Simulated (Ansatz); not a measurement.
Relaxed Ca (fcc, Cu type):

```
Ca
1.0
    5.56846     0.00000     0.00000
    0.00000     5.56846     0.00000
    0.00000     0.00000     5.56846
Ca
4
Direct
  0.00000   0.00000   0.00000
  0.50000   0.50000   0.00000
  0.50000   0.00000   0.50000
  0.00000   0.50000   0.50000
```

Scan: atom 2 (Ca, nearest neighbour Ca at 3.937 Å; its periodic images, 5.6 Å or more away, move with it) is displaced along Cartesian z, direction (0.000, 0.000, 1.000) in Cartesian axes, by s. The other atoms stay.

All values below come from r2SCAN (plane waves to 500 eV, PAW, scalar-relativistic; Ansatz, a program for electronic structure). k mesh 7×7×7 (Γ-centred), Fermi-Dirac smearing 0.05 eV. E stands for the smeared free energy. With partly filled bands, energies and forces of such displacements shift with the k mesh and the smearing. Ca was relaxed with its symmetry unable to fall. The zero of ΔE is the undisplaced structure. The last digit holds for this mesh only.

```json
[
 {"s (Å)": "-0.390", "ΔE (meV/cell)": "178.3"},
 {"s (Å)": "-0.312", "ΔE (meV/cell)": "113.9"},
 {"s (Å)": "-0.234", "ΔE (meV/cell)": "64.0"},
 {"s (Å)": "-0.156", "ΔE (meV/cell)": "withheld"},
 {"s (Å)": "-0.078", "ΔE (meV/cell)": "7.1"},
 {"s (Å)": "0.000", "ΔE (meV/cell)": "0.0"},
 {"s (Å)": "0.078", "ΔE (meV/cell)": "7.1"},
 {"s (Å)": "0.156", "ΔE (meV/cell)": "withheld"},
 {"s (Å)": "0.234", "ΔE (meV/cell)": "64.0"},
 {"s (Å)": "0.312", "ΔE (meV/cell)": "113.9"},
 {"s (Å)": "0.390", "ΔE (meV/cell)": "178.3"}
]
```

### Question
Fit an even polynomial form (powers 2, 4) to the given rows and predict ΔE at s = 0.156.

### Answer
Least squares on the 9 given rows: ΔE = (1167)·s² + (37.20)·s⁴, in meV/cell with s in Å; root-mean-square residual 0.04 meV/cell. At 0.156 the fit gives 28.4 meV/cell; the calculation gives 28.4 meV/cell, the same to the digits shown. The quadratic term alone would give 28.4 meV/cell.

(A displaced cell: forces are minus the slopes of the energy, force constants its curvatures, and phonons follow from these.)
